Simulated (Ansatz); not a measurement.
ZrO₂ (fluorite)

```yaml
crystal:
  lattice:
    - [0.00000, 2.55794, 2.55794]
    - [2.55794, 0.00000, 2.55794]
    - [2.55794, 2.55794, 0.00000]
  atoms:
    - { symbol: Zr, position: [0.00000, 0.00000, 0.00000] }
    - { symbol: O, position: [0.25000, 0.25000, 0.25000] }
    - { symbol: O, position: [0.75000, 0.75000, 0.75000] }
```

The slice is a {110} plane (indices of the conventional cell) through the point (0.000, 0.000, 0.000) (fractional), spanned by u = [100] and v = [1 -1 -1] in vectors of this cell: u (3.62 Å) and v (5.12 Å, at 90° to u). It covers one period; positions are fractions (u, v).

These are PBE (plane waves to 420 eV, PAW, scalar-relativistic; Ansatz, an electronic-structure program) values and carry that method's errors. k mesh 11×11×11. Near the nuclei the fields are pseudised (PAW); where an atom keeps semicore shells as valence, they peak there. The PAW data are Ansatz's earlier set. This is a high-temperature form of ZrO2. ZrO2 is run without spin polarisation. ZrO2 was relaxed with its symmetry unable to fall.

Three fields on this plane, each scaled to ten steps between its own extremes (0 low, 9 high; the total valence density on a logarithmic scale, the potential cut 8 eV below its top; x marks points blanked near nuclei; v = 0 in the bottom row):

Map A
```
|xxxxx11112221111xxxx|
|xxxxx23455655432xxxx|
|xxxx3468xxxxx8643xxx|
|xxx2359xxxxxxx9532xx|
|000137xxxxxxxxx73100|
|000138xxxxxxxxx83100|
|000138xxxxxxxxx83100|
|000137xxxxxxxxx73100|
|000025xxxxxxxxx52000|
|0000137xxxxxxx731000|
|00001247xxxxx7421000|
|00000113456543110000|
|00000001112111000000|
|00000000000000000000|
|00000001112111000000|
|00000113456543110000|
|00001247xxxxx7421000|
|0000137xxxxxxx731000|
|000025xxxxxxxxx52000|
|000137xxxxxxxxx73100|
|000138xxxxxxxxx83100|
|000138xxxxxxxxx83100|
|000137xxxxxxxxx73100|
|xxx2359xxxxxxx9532xx|
|xxxx3468xxxxx8643xxx|
|xxxxx23455655432xxxx|
|xxxxx11112221111xxxx|
|xxxxx11110001111xxxx|
```

Map B
```
|xxxxx61122222116xxxx|
|xxxxx41367876324xxxx|
|xxxx6237xxxxx7326xxx|
|xxx6337xxxxxxx7336xx|
|764225xxxxxxxxx52246|
|111138xxxxxxxxx83111|
|000149xxxxxxxxx94100|
|000159xxxxxxxxx95100|
|000158xxxxxxxxx85100|
|0001479xxxxxxx974100|
|00012579xxxxx9752100|
|00001245778775421000|
|00000112222222110000|
|00000000111110000000|
|00000112222222110000|
|00001245778775421000|
|00012579xxxxx9752100|
|0001479xxxxxxx974100|
|000158xxxxxxxxx85100|
|000159xxxxxxxxx95100|
|000149xxxxxxxxx94100|
|111138xxxxxxxxx83111|
|764225xxxxxxxxx52246|
|xxx6337xxxxxxx7336xx|
|xxxx6237xxxxx7326xxx|
|xxxxx42367876314xxxx|
|xxxxx61122222116xxxx|
|xxxxx71001110017xxxx|
```

Map C
```
|xxxxx21000000012xxxx|
|xxxxx11000000011xxxx|
|xxxx0000xxxxx0000xxx|
|xxx2100xxxxxxx0012xx|
|985210xxxxxxxxx01258|
|653210xxxxxxxxx01235|
|332100xxxxxxxxx00123|
|111000xxxxxxxxx00011|
|110000xxxxxxxxx00001|
|0000000xxxxxxx000000|
|00000000xxxxx0000000|
|00000000000000000000|
|00000000000000000000|
|00000000000000000000|
|00000000000000000000|
|00000000000000000000|
|00000000xxxxx0000000|
|0000000xxxxxxx000000|
|110000xxxxxxxxx00001|
|111000xxxxxxxxx00011|
|332100xxxxxxxxx00123|
|653210xxxxxxxxx01235|
|985210xxxxxxxxx01258|
|xxx2100xxxxxxx0012xx|
|xxxx0000xxxxx0000xxx|
|xxxxx11000000011xxxx|
|xxxxx21000000012xxxx|
|xxxxx21000000012xxxx|
```

Problem. Assign the maps to these fields: density of the lowest conduction band (whole band as if filled, smooth part); density of the highest valence band (whole band, smooth part); electron localisation function (ELF).

Solution. A is the density of the highest valence band (whole band, smooth part); B is the electron localisation function (ELF); C is the density of the lowest conduction band (whole band as if filled, smooth part).
